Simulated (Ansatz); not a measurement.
Relaxed-ion elastic tensor of Sn (diamond, Fd-3m) in GPa (Voigt order), LDA (plane waves, PAW; program Ansatz); density 5.81 g/cm³, 33.91 Å³ per atom.

|  | 1 | 2 | 3 | 4 | 5 | 6 |
|---|---|---|---|---|---|---|
| 1 | 66.3 | 34.0 | 34.0 | 0.0 | 0.0 | 0.0 |
| 2 | 34.0 | 66.3 | 34.0 | 0.0 | 0.0 | 0.0 |
| 3 | 34.0 | 34.0 | 66.3 | 0.0 | 0.0 | 0.0 |
| 4 | 0.0 | 0.0 | 0.0 | 28.5 | 0.0 | 0.0 |
| 5 | 0.0 | 0.0 | 0.0 | 0.0 | 28.5 | 0.0 |
| 6 | 0.0 | 0.0 | 0.0 | 0.0 | 0.0 | 28.5 |

Q: Is the crystal mechanically stable?

A: Yes: the smallest eigenvalue of C is 28.5 GPa.

Q: Work out the Voigt, Reuss and Hill averages.

A: K_V = 44.7, K_R = 44.7, K_H = 44.7; G_V = 23.6, G_R = 21.8, G_H = 22.7 GPa.

Q: Give Young's modulus, Poisson's ratio, Pugh's ratio and the universal anisotropy index.

A: E = 9KG/(3K + G) = 58.2 GPa; ν = 0.28; K/G = 1.97 (ductile by the Pugh limit of 1.75); A_U = 5G_V/G_R + K_V/K_R − 6 = 0.40.

Q: Estimate the sound speeds and the Debye temperature.

A: v_l = √((K + 4G/3)/ρ) = 3590 m/s, v_t = √(G/ρ) = 1980 m/s, mean 2200 m/s; Θ = (h/k)(3n/4πV)^(1/3) v_m = 203 K.

Q: Give the Zener ratio and Young's modulus along [100], [110] and [111].

A: A = 2C44/(C11 − C12) = 1.77; 1/E = S11 − 2(S11 − S12 − S44/2)Γ with Γ = 0, 1/4, 1/3 gives 43.2, 60.9, 70.5 GPa.

This is a known low-temperature phase of the composition, computed here at zero pressure and temperature. The cell was relaxed with LDA under the symmetry of its start; phonons on a q-mesh show no instability. As this level gives no gap, shear constants depend on the k-mesh and smearing (Fermi–Dirac, 0.1 eV here). Scalar-relativistic: spin–orbit coupling is off unless named, which matters more the heavier the elements.

Potentials: the earlier of the program's two PAW sets.
